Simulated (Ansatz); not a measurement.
Given:

GaAs (zinc blende)

```xyz
4
Lattice="0.0000 5.6667 5.6667 2.8334 0.0000 2.8334 2.8334 2.8334 0.0000" Properties=species:S:1:pos:R:3 pbc="T T T"
As     4.2500     4.2500     4.2500
As     4.2500     7.0834     7.0834
Ga     0.0000     0.0000     0.0000
Ga     2.8334     5.6667     2.8334
```

A phonon eigenvector at L = (0.5, 0.0, 0.0) is frozen into this cell: atom i moves by Q times the vector below, so Q is the largest atomic displacement, in Å. The cell is held. It is one choice among 2 degenerate patterns. (q is in reciprocal vectors of the primitive cell; the cell shown is doubled to hold the pattern.)

| atom | x | y | z |
|---|---|---|---|
| As1 | 0.268 | -0.488 | 0.756 |
| As2 | -0.268 | 0.488 | -0.756 |
| Ga3 | -0.285 | 0.520 | -0.805 |
| Ga4 | 0.285 | -0.520 | 0.805 |

Calculation: r2SCAN (plane waves to 500 eV, PAW, scalar-relativistic; Ansatz, an electronic-structure program). k mesh 5×10×10 (Γ-centred), Fermi-Dirac smearing 0.05 eV. E stands for the smeared free energy. GaAs was relaxed with its symmetry unable to fall. The zero of ΔE is the undisplaced structure.

The scan covers Q from -0.180 to 0.180 Å in 13 points.

Q: Is this a single well or a double well?

A: A single well with its minimum at or next to zero displacement.

Q: Which space group does the distorted structure have?

A: P1 (No. 1), lowered from F-43m.

Q: What is the energy change at Q = 0.180 Å?

A: 68.6 meV/cell.

Q: What harmonic wavenumber does the curvature at Q = 0 give?

A: 64 cm⁻¹.

(For displaced atoms, the force is minus the slope of the energy, and its curvature is a force constant, which sets phonon frequencies.)
